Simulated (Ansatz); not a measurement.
Here is the system:

Te in space group Pm-3m (No. 221; Te on 1b), a = 3.1883 Å, b = 3.1883 Å, c = 3.1883 Å, α = 90.00°, β = 90.00°, γ = 90.00°.

This is the r²SCAN-relaxed structure.

Task: All from r²SCAN (plane waves, PAW; program Ansatz), unless another level is named. Give the electronic character.

Result: metallic (no gap).

Task: Give the density of states at the Fermi level.

Result: 0.56 states/eV per atom (mean over ±0.08 eV).

Task: Predict the gap with spin–orbit coupling.

Result: none (metallic).

The workflow started from a Materials Project entry (that database holds measured and hypothetical structures alike); the Crystallography Open Database copy checked does not list it. It is not the phase usual at ambient conditions (space group No. 152). The r²SCAN relaxation kept the symmetry of its start; its stability against distortions is not shown here. Spin–orbit coupling is left out wherever it is not named.

Potentials: the later of the program's two PAW sets.
